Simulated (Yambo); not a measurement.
G0W0@PBEsol for La2GeI2 (space group P-3m1, No. 164) in Yambo (3×3×1 mesh, 8 Ry block, plasmon pole, screening fixed), without a terminator:

```csv
bands N in G,"gap Γ → (0, 0.333, 0) (eV)",shift of the valence edge (eV)
127,0.808,0.086
232,0.853,-0.184
370,0.871,-0.293
```

Extrapolate both columns to infinite N with E(N) = E∞ + A/N, test the form, and compare with the terminator.

From two points, E∞ = (N2 E2 − N1 E1)/(N2 − N1). The two largest N give 0.90 eV for the gap and -0.48 eV for the shift; the two smallest give 0.91 eV and -0.51 eV. For the gap the slopes A are -13 and -11 eV: the 1/N form holds. For the shift the slopes A are 76 and 68 eV: the 1/N form holds. With the Bruneval-Gonze terminator and 370 bands the run gives 0.90 eV and -0.38 eV, 0.00 eV and 0.10 eV from the extrapolated values: the terminator too is an estimate of the remainder. Block, mesh and the bands in W are held fixed.

The standard potential for Ge keeps a d shell in the valence without the s and p states of that shell. In tests on such compounds this moved G0W0 gaps by up to about 0.9 eV, so absolute quasiparticle energies here are unreliable; differences between settings are what counts.

Spin-orbit coupling is not included.

Geometry relaxed with PBE+D3(BJ); primitive cell a = b = 4.4423 Å, c = 10.7465 Å, α = β = 90.00°, γ = 120.00°.

A shift is the quasiparticle energy of the state minus its PBEsol energy.
